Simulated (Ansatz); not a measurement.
A crystal relaxed with r2SCAN in Ansatz 0.2.0 has space group I-4m2 (No. 119) and a = 4.102 Å, c = 17.533 Å.

| atom | site | x | y | z |
| --- | --- | --- | --- | --- |
| Xx | 4e | 0.5000 | 0.5000 | 0.3293 |
| As | 2d | 0.5000 | 0.0000 | 0.2500 |
| As | 4f | 0.0000 | 0.5000 | 0.0922 |
| In | 2b | 0.5000 | 0.5000 | 0.0000 |

The r2SCAN gap is direct at Γ: 0.48 eV. HSE06 gives a direct gap of 0.83 eV at Γ. Meshes: r2SCAN 8×8×8, HSE06 6×6×6.

**Question.** Which element is Xx?
A. Tl
B. Al
C. Ga
D. B

**Answer.** C. Xx is Ga: InGa₂As₃, ordered on the zincblende lattice (I-4m2) with 6 atoms a cell. Ga has 4 As at 2.47–2.48 Å; As has 4 Ga at 2.48 Å; As has 2 Ga at 2.47 Å and 2 In at 2.61 Å; In has 4 As at 2.61 Å.

These are computed values for a spin-unpolarised cell that may be hypothetical; none is a measurement.

No spin-orbit coupling is included; it can move band edges with weight on the heavy atoms by tenths of an eV.
